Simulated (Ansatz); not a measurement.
Data:

Ag₃Sb:
```xyz
4
Lattice="3.1777 0.0000 0.0000 0.0000 4.6344 0.0000 0.0000 0.0000 4.9483" Properties=species:S:1:pos:R:3 pbc="T T T"
Sb     0.0000     0.0000     4.9025
Ag     1.5888     0.0000     2.4470
Ag     0.0000     2.3172     3.1645
Ag     1.5888     2.3172     0.7847
```

This is the LDA-relaxed structure.

### Question
All from the program Ansatz at the LDA level (PAW), unless another level is named. Give the electronic character.

### Answer
metallic (no gap).

### Question
What about the formation energy from the elements (no fitted shifts)?

### Answer
0.090 eV/atom.

### Question
And the density of states at the Fermi level?

### Answer
0.28 states/eV per atom (mean over ±0.08 eV).

Space group Pmm2. The workflow started from an entry of the Crystallography Open Database (COD), which files this formula under 2 space groups. Whether it is the stable phase at ambient conditions was not checked. Symmetry was held in the LDA relaxation; of distortions, only those at the zone centre were tested. No spin polarisation was allowed. The references are the lowest solids computed at this level, not always the standard phases. Scalar-relativistic: spin–orbit coupling is off unless named, which matters more the heavier the elements.

Potentials: the later of the program's two PAW sets.
